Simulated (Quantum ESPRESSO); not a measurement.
## Band energies of Cd

```
CELL_PARAMETERS angstrom
      2.95847     0.00000     0.00000
     -1.47923     2.56211     0.00000
      0.00000     0.00000     5.88593
ATOMIC_POSITIONS crystal
  Cd 0.33333 0.66667 0.25000
  Cd 0.66667 0.33333 0.75000
```

norm-conserving PBEsol (Quantum ESPRESSO, 102 Ry, without SOC); path ΓMKΓALHA,LM,KH; energies in eV from the Fermi level.

| k (1/Å) | point | band 16 | band 17 | band 18 | band 19 | band 20 | band 21 | band 22 | band 23 |
|---|---|---|---|---|---|---|---|---|---|
| 0.00 | Γ | -8.50 | -8.50 | -8.32 | -8.32 | -3.53 | -3.01 | 8.95 | 13.34 |
| 0.33 |  | -8.55 | -8.53 | -8.33 | -8.14 | -3.25 | -2.32 | 9.56 | 10.62 |
| 0.67 |  | -8.50 | -8.48 | -8.35 | -6.64 | -2.21 | -0.55 | 5.54 | 9.58 |
| 1.00 |  | -8.38 | -8.10 | -8.09 | -4.05 | -0.25 | 1.17 | 1.84 | 4.96 |
| 1.23 | M | -8.35 | -8.01 | -7.99 | -2.06 | -1.54 | 1.70 | 2.86 | 3.05 |
| 1.46 |  | -8.40 | -8.13 | -8.12 | -1.71 | -1.30 | 2.00 | 3.02 | 3.34 |
| 1.82 |  | -8.64 | -8.49 | -8.40 | -0.19 | -0.13 | 1.97 | 3.52 | 4.04 |
| 1.93 | K | -8.65 | -8.47 | -8.47 | 0.39 | 0.39 | 0.74 | 4.16 | 4.58 |
| 2.14 |  | -8.61 | -8.60 | -8.27 | -1.80 | 1.65 | 2.09 | 2.10 | 3.77 |
| 2.44 |  | -8.53 | -8.49 | -8.18 | -4.75 | -0.71 | 1.20 | 4.33 | 4.83 |
| 2.84 |  | -8.67 | -8.55 | -8.36 | -7.49 | -2.82 | -1.51 | 9.08 | 9.34 |
| 3.15 |  | -8.52 | -8.42 | -8.41 | -8.32 | -3.43 | -2.75 | 9.18 | 13.01 |
| 3.35 | Γ | -8.50 | -8.50 | -8.32 | -8.32 | -3.53 | -3.01 | 8.95 | 13.34 |
| 3.46 |  | -8.49 | -8.49 | -8.32 | -8.32 | -4.28 | -2.17 | 8.37 | 13.94 |
| 3.88 | A | -8.40 | -8.40 | -8.40 | -7.21 | -7.21 | 2.86 | 2.86 | 14.53 |
| 4.19 |  | -8.60 | -8.42 | -8.42 | -6.80 | -6.80 | 3.26 | 3.26 | 12.11 |
| 4.50 |  | -8.60 | -8.46 | -8.46 | -5.62 | -5.62 | 4.37 | 4.37 | 7.57 |
| 4.80 |  | -8.46 | -8.17 | -8.17 | -3.59 | -3.59 | 3.20 | 3.20 | 6.18 |
| 5.11 | L | -8.35 | -8.00 | -8.00 | -1.35 | -1.35 | 0.24 | 0.24 | 7.38 |
| 5.21 |  | -8.35 | -8.03 | -8.03 | -1.27 | -1.27 | 0.27 | 0.27 | 7.43 |
| 5.51 |  | -8.40 | -8.34 | -8.34 | -0.28 | -0.28 | 0.70 | 0.70 | 5.56 |
| 5.82 | H | -8.80 | -8.38 | -8.38 | 1.33 | 1.33 | 1.71 | 1.71 | 2.00 |
| 6.20 |  | -8.70 | -8.23 | -8.23 | -2.42 | -2.42 | 4.24 | 4.24 | 4.76 |
| 6.48 |  | -8.60 | -8.31 | -8.31 | -4.73 | -4.73 | 5.09 | 5.09 | 7.15 |
| 6.76 |  | -8.67 | -8.45 | -8.45 | -6.25 | -6.25 | 3.79 | 3.79 | 10.69 |
| 7.04 |  | -8.49 | -8.41 | -8.41 | -7.05 | -7.05 | 3.02 | 3.02 | 13.83 |
| 7.23 | A | -8.40 | -8.40 | -8.40 | -7.21 | -7.21 | 2.86 | 2.86 | 14.53 |
| 7.23 | L | -8.35 | -8.00 | -8.00 | -1.35 | -1.35 | 0.24 | 0.24 | 7.38 |
| 7.34 |  | -8.31 | -8.00 | -8.00 | -1.51 | -1.31 | 0.35 | 0.43 | 6.80 |
| 7.66 |  | -8.34 | -8.00 | -7.99 | -2.02 | -1.52 | 1.53 | 2.13 | 3.87 |
| 7.77 | M | -8.35 | -8.01 | -7.99 | -2.06 | -1.54 | 1.70 | 2.86 | 3.05 |
| 7.77 | K | -8.65 | -8.47 | -8.47 | 0.39 | 0.39 | 0.74 | 4.16 | 4.58 |
| 7.87 |  | -8.67 | -8.46 | -8.46 | 0.43 | 0.43 | 0.79 | 3.98 | 4.04 |
| 8.30 | H | -8.80 | -8.38 | -8.38 | 1.33 | 1.33 | 1.71 | 1.71 | 2.00 |

A metal at this level: along this path bands 19, 20, 21 cross the Fermi level.

Spin-orbit splittings are left out.

Geometry of the Materials Project entry, not relaxed at this level.
